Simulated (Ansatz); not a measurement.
Suppose NaSr takes space group R-3m (No. 166), with Na on 3a; Sr on 3b. A trial structure of NaSr was built thus: close-packed layers stacked AB, repeated with a shift to C (elements of the layers in order: Na Sr).

Level of theory: DFT PBE, scalar-relativistic, plane waves, PAW (Ansatz 0.2.0). Cutoff 420 eV, Γ-centred mesh, Gaussian smearing, no spin polarisation.

The zero of energy is the elements' standard structures at the same level; no fitted shifts are applied.

Task: Which cell and coordinates does it relax to?

Result:

Space group R-3m:H (No. 166). a = 4.154 Å, b = 4.154 Å, c = 19.513 Å, α = 90.00°, β = 90.00°, γ = 120.00°
| atom | site | symmetry | x | y | z |
| --- | --- | --- | --- | --- | --- |
| Na | 3a | -3m | 0.0000 | 0.0000 | 0.0000 |
| Sr | 3b | -3m | 0.6667 | 0.3333 | 0.8333 |

It has the CuPt (L1_1) type. Na is surrounded by 6 Sr at 4.04 Å and 6 Na at 4.15 Å; Sr is surrounded by 6 Na at 4.04 Å and 6 Sr at 4.15 Å. Another local minimum with the same sites may exist.

Task: Where does its energy lie, and is it a metal?

Result: The formation energy is +0.07 eV/atom. The gap on the 18×18×18 mesh of the 2-atom cell is 0 eV (a metal). It can't be a ground state, since the elements alone are lower.

The last run used Gaussian smearing of 0.10 eV. Symmetry constrained the relaxation, so the result can be a saddle point.
